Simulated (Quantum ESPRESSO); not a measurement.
pw.x input (Quantum ESPRESSO 7.5; PBEsol, PseudoDojo standard norm-conserving files, scalar-relativistic):

```
&CONTROL
  calculation = 'scf'
  pseudo_dir = './pseudo'
  outdir = './out'
  tprnfor = .true.
  tstress = .true.
/
&SYSTEM
  ibrav = 0
  nat = 10
  ntyp = 4
  ecutwfc = 84.0
  ecutrho = 336.0
  occupations = 'smearing'
  smearing = 'fd'
  degauss = 0.002
  nbnd = 54
/
&ELECTRONS
  conv_thr = 1e-09
/
ATOMIC_SPECIES
F 18.9984 F.upf
K 39.0983 K.upf
Ga 69.7230 Ga.upf
Tl 204.3800 Tl.upf
CELL_PARAMETERS angstrom
  0.000000000000   4.473365000000   4.473365000000
  4.473365000000   0.000000000000   4.473365000000
  4.473365000000   4.473365000000   0.000000000000
ATOMIC_POSITIONS crystal
F   0.784590000000   0.215410000000   0.215410000000
F   0.215410000000   0.784590000000   0.784590000000
F   0.215410000000   0.784590000000   0.215410000000
F   0.784590000000   0.215410000000   0.784590000000
F   0.215410000000   0.215410000000   0.784590000000
F   0.784590000000   0.784590000000   0.215410000000
K   0.500000000000   0.500000000000   0.500000000000
Ga   0.000000000000   0.000000000000   0.000000000000
Tl   0.250000000000   0.250000000000   0.250000000000
Tl   0.750000000000   0.750000000000   0.750000000000
K_POINTS automatic
6 6 6 0 0 0
```

End of the output:

```
     total energy              =    -750.85700422 Ry
     estimated scf accuracy    <       0.00000007 Ry
     total energy              =    -750.85700424 Ry
     estimated scf accuracy    <          1.6E-09 Ry
[...]
     the Fermi energy is     5.1137 ev
!    total energy              =    -750.85700424 Ry
     estimated scf accuracy    <          8.9E-10 Ry
     smearing contrib. (-TS)   =       0.00000000 Ry
     internal energy E=F+TS    =    -750.85700424 Ry
     The total energy is F=E-TS. E is the sum of the following terms:
     one-electron contribution =    -332.06458474 Ry
     hartree contribution      =     226.93720660 Ry
     xc contribution           =    -195.26624978 Ry
     ewald contribution        =    -450.46337633 Ry
     convergence has been achieved in  10 iterations
     Forces acting on atoms (cartesian axes, Ry/au):
     atom    1 type  1   force =    -0.00819324    0.00000000    0.00000000
     atom    2 type  1   force =     0.00819324    0.00000000   -0.00000000
     atom    3 type  1   force =     0.00000000   -0.00819324    0.00000000
     atom    4 type  1   force =     0.00000000    0.00819324   -0.00000000
     atom    5 type  1   force =     0.00000000    0.00000000   -0.00819324
     atom    6 type  1   force =     0.00000000    0.00000000    0.00819324
     atom    7 type  2   force =    -0.00000000   -0.00000000   -0.00000000
     atom    8 type  3   force =     0.00000000    0.00000000    0.00000000
     atom    9 type  4   force =     0.00000000    0.00000000   -0.00000000
     atom   10 type  4   force =    -0.00000000   -0.00000000    0.00000000
     Total force =     0.020069     Total SCF correction =     0.000069
     Computing stress (Cartesian axis) and pressure
          total   stress  (Ry/bohr**3)                   (kbar)     P=      -28.00
  -0.00019033   0.00000000   0.00000000          -28.00        0.00        0.00
   0.00000000  -0.00019033   0.00000000            0.00      -28.00        0.00
   0.00000000   0.00000000  -0.00019033            0.00        0.00      -28.00
```
In a gapped system the printed Fermi energy is only some level inside the gap.

Spin-orbit coupling is not included.

Geometry of the Materials Project entry, not relaxed at this level.
